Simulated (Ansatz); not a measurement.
This cell of K₂NaRhF₆ (space group Fm-3m) is off equilibrium:

```yaml
crystal:
  lattice:
    - [0.00000, 4.06954, 4.06954]
    - [4.06954, 0.00000, 4.06954]
    - [4.06954, 4.06954, 0.00000]
  atoms:
    - { symbol: K, position: [0.75135, 0.74865, 0.74865] }
    - { symbol: K, position: [0.24865, 0.25135, 0.25135] }
    - { symbol: Na, position: [0.50000, 0.50000, 0.50000] }
    - { symbol: Rh, position: [0.00000, 0.00000, 0.00000] }
    - { symbol: F, position: [0.76088, 0.23912, 0.23912] }
    - { symbol: F, position: [0.23912, 0.76088, 0.76088] }
    - { symbol: F, position: [0.24649, 0.76825, 0.23175] }
    - { symbol: F, position: [0.75351, 0.23175, 0.76825] }
    - { symbol: F, position: [0.24649, 0.23175, 0.76825] }
    - { symbol: F, position: [0.75351, 0.76825, 0.23175] }
```

Method: LDA (plane waves to 420 eV, PAW, scalar-relativistic; Ansatz, a first-principles code). k mesh 7×7×7 (Γ-centred), Fermi-Dirac smearing 0.05 eV. Stress and pressure are positive under compression. K2NaRhF6 is run without spin polarisation and with no Hubbard U. K2NaRhF6 was relaxed with its symmetry unable to fall.

Task: What forces act on the atoms (eV/Å, Cartesian)?

Result: 
| atom | Fx | Fy | Fz |
|---|---|---|---|
| K1 | 0.055 | 0.000 | 0.000 |
| K2 | -0.055 | 0.000 | 0.000 |
| Na3 | 0.000 | 0.000 | 0.000 |
| Rh4 | 0.000 | 0.000 | 0.000 |
| F5 | 0.001 | 0.000 | 0.000 |
| F6 | -0.001 | 0.000 | 0.000 |
| F7 | 0.000 | -0.012 | -0.151 |
| F8 | 0.000 | 0.012 | 0.151 |
| F9 | 0.000 | -0.151 | -0.012 |
| F10 | 0.000 | 0.151 | 0.012 |

(A displaced cell: forces are minus the slopes of the energy, force constants its curvatures, and phonons follow from these.)
